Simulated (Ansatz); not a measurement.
Relaxed-ion elastic tensor of IrW (CsCl type, space group No. 221) in GPa (Voigt order), DFT-PBEsol in the program Ansatz with PAW potentials; density 20.53 g/cm³, 15.21 Å³ per atom.

|  | 1 | 2 | 3 | 4 | 5 | 6 |
|---|---|---|---|---|---|---|
| 1 | -1.7 | 494 | 494 | 0.0 | 0.0 | 0.0 |
| 2 | 494 | -1.7 | 494 | 0.0 | 0.0 | 0.0 |
| 3 | 494 | 494 | -1.7 | 0.0 | 0.0 | 0.0 |
| 4 | 0.0 | 0.0 | 0.0 | 96.9 | 0.0 | 0.0 |
| 5 | 0.0 | 0.0 | 0.0 | 0.0 | 96.9 | 0.0 |
| 6 | 0.0 | 0.0 | 0.0 | 0.0 | 0.0 | 96.9 |

Problem. Is the crystal mechanically stable?

Solution. No: the smallest eigenvalue of C is -496 GPa.

Space group Pm-3m (CsCl type). The start of the workflow was typed in or built on a structure type; neither database checked (COD, Materials Project) lists it. COD files the formula under space group No. 51. Its standing as an ambient phase is unchecked. The cell was relaxed with PBEsol under the symmetry of its start. At this level the phase is dynamically unstable (imaginary phonons). No spin polarisation was allowed. Its formation energy is positive at this level, so the cell may be metastable or incomplete. As this level gives no gap, shear constants depend on the k-mesh and smearing (Fermi–Dirac, 0.1 eV here). On the denser mesh and wider smearing of the elastic run this cell carries a stress of 0.3 GPa. Spin–orbit coupling is left out wherever it is not named.

Potentials: the earlier of the program's two PAW sets. The files were generated under PBE; for other functionals the program regenerates the frozen cores, and for LDA and PBEsol the local potential too.
